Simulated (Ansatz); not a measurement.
## Fe under compression and expansion

```cif
data_structure
_symmetry_space_group_name_H-M 'P 1'
_symmetry_Int_Tables_number 1
_cell_length_a 2.4924
_cell_length_b 2.4924
_cell_length_c 2.4924
_cell_angle_alpha 109.471
_cell_angle_beta 109.471
_cell_angle_gamma 109.471
_cell_volume 11.92
loop_
_atom_site_label
_atom_site_type_symbol
_atom_site_fract_x
_atom_site_fract_y
_atom_site_fract_z
_atom_site_occupancy
Fe1 Fe 0.00000 0.00000 0.00000 1
```

The runs use the primitive cell with vectors (-1.439, 1.439, 1.439), (1.439, -1.439, 1.439), (1.439, 1.439, -1.439) Å, to which the k mesh refers.

The geometry is COD entry 9013474, unchecked; take it as a test cell. It was measured hot, at 722 K.

All numbers are computed: DFT, PBE, all-electron LAPW, scalar-relativistic (Ansatz 0.2.0); DFT, PBE, PAW with Ansatz's default frozen-core files, scalar-relativistic (Ansatz 0.2.0).

For LAPW: a Γ-centred 18×18×18 k mesh, Fermi–Dirac smearing of 0.03 eV, basis error target 0.5 meV/atom, spin-polarised from start moments Fe 3 μB. PAW takes a cutoff of 420 eV at this cell. The Ansatz runs share mesh, smearing and spin set-up. Plane-wave (PAW) pressures include the program's estimate of the Pulay term.

The cell above is scaled evenly, with fractional coordinates and shape held.

| V/V(cell) | V (Å³/atom) | P, LAPW (GPa) | P, PAW (GPa) | moment, LAPW (μB) | free energy over the lowest listed, PAW (meV/atom) |
| --- | --- | --- | --- | --- | --- |
| 0.9500 | 11.323 | 0.28 | 0.40 | 2.16 | 0.0 |
| 0.9750 | 11.621 | -5.03 | -4.89 | 2.17 | 4.3 |
| 1.0000 | 11.919 | -9.13 | -8.89 | 2.21 | 17.4 |
| 1.0250 | 12.217 | ? | ? | ? | ? |
| 1.0500 | 12.515 | -14.52 | -14.23 | 2.33 | 61.4 |

Fill in the row V/V(cell) = 1.0250.

P, LAPW (GPa) = -12.14, P, PAW (GPa) = -11.93, moment, LAPW (μB) = 2.27, free energy over the lowest listed, PAW (meV/atom) = 36.8.

What do Birch–Murnaghan fits to the pressures give?

LAPW: V0 = 11.34 Å³/atom, B0 = 224 GPa, B0′ = 8.3; PAW: V0 = 11.34 Å³/atom, B0 = 222 GPa, B0′ = 8.3.

PAW's V0 lies 0.05 % from the all-electron value and its B0 -1.1 %. Symmetry fixes shape and coordinates here, so this is the relaxed modulus.
